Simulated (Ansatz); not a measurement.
CrB4 in space group Pnnm (No. 58; Cr on 2a, B on 4g, B on 4g) at seven volumes, r²SCAN in the plane-wave PAW code Ansatz, shape and atoms relaxed at each. One row is withheld.

| V (Å³/atom) | P (GPa) |
|---|---|
| 6.635 | 31.26 |
| 6.854 | 19.23 |
| 7.073 | ? |
| 7.291 | 0.00 |
| 7.510 | -7.61 |
| 7.729 | -14.11 |
| 7.948 | -19.58 |

Problem. Fit the shown pressures and predict the withheld one.

Solution. Third-order Birch–Murnaghan: P = (3/2)B₀(x^(7/2) − x^(5/2))[1 + (3/4)(B′ − 4)(x − 1)] with x = (V₀/V)^(2/3). Least squares on the six rows gives V₀ = 7.291 Å³/atom, B₀ = 272.4 GPa, B′ = 4.19. At V = 7.073, x = 1.0204 and P = 8.81 GPa. The run itself gave 8.88 GPa.

The workflow started from a Materials Project entry (that database holds measured and hypothetical structures alike); the Crystallography Open Database copy checked does not list it. COD files the formula under space group No. 71. Whether it is the stable phase at ambient conditions was not checked. The cell was relaxed with r²SCAN under the symmetry of its start; its stability against distortions is not shown here. The run is not spin-polarised.

Potentials: the later of the program's two PAW sets.
